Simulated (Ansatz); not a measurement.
Input:

ScSi:
```xyz
2
Lattice="3.2822 0.0000 0.0000 0.0000 3.2822 0.0000 0.0000 0.0000 3.2822" Properties=species:S:1:pos:R:3 pbc="T T T"
Sc     0.0000     0.0000     0.0000
Si     1.6411     1.6411     1.6411
```

This is the PBEsol-relaxed structure.

### Question
All from the program Ansatz at the PBEsol level (PAW), unless another level is named. Predict the bulk modulus (Birch–Murnaghan fit).

### Answer
91.7 GPa.

### Question
What about the highest zone-centre frequency?

### Answer
251 cm⁻¹.

Space group Pm-3m (CsCl type). The cell is a constructed one: a structure type filled with these elements; neither database checked (COD, Materials Project) lists it. Its standing as an ambient phase is unchecked. Symmetry was held in the PBEsol relaxation. At this level the phase is mechanically unstable. No spin polarisation was allowed. As this level gives no gap, phonon frequencies hold no LO–TO term and depend on the k-mesh and smearing (Fermi–Dirac, 0.1 eV here).

Potentials: the earlier of the program's two PAW sets. The files were generated under PBE; for other functionals the program regenerates the frozen cores, and for LDA and PBEsol the local potential too.
